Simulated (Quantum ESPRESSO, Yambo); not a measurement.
For Cs₂LiAlF₆ (space group P-3m1, No. 164), Yambo gives the independent-particle static dielectric constant along x as 2.31 on LDA bands and 2 after a scissor of 4.16 eV widens every gap (3×3×4 mesh, 134 bands, 3 Ry local-field block, 0.2 eV broadening). Axes are Cartesian, with cell vectors (Å) (6.30, 0.00, 0.00), (-3.15, 5.45, 0.00), (0.00, 0.00, 5.10).

Q: A scissor keeps the position matrix elements. In a one-oscillator model, how does ε − 1 scale, and what mean transition energy do the two values imply?

A: Each transition adds |r|²/E to ε − 1, so ε − 1 ∝ 1/(E0 + Δ). Then (2 − 1)/(2.31 − 1) = E0/(E0 + Δ) = 0.763, and E0 = Δ(ε' − 1)/(ε − ε') = 13.4 eV. The computed Im ε, weighted by 1/E up to 20 eV, has its mean at 12.9 eV; the smallest direct LDA gap is 6.56 eV. The scissor comes from a G0W0 run whose convergence isn't established. Convergence of the RPA response with its 3×3×4 mesh was not tested.

Bands from Quantum ESPRESSO.

Geometry of the Materials Project entry, not relaxed at this level; primitive cell a = b = 6.298 Å, c = 5.103 Å, α = β = 90.00°, γ = 120.00°.

The structure is a Materials Project entry; no match was found in the copy of COD used, and its stability was not checked.
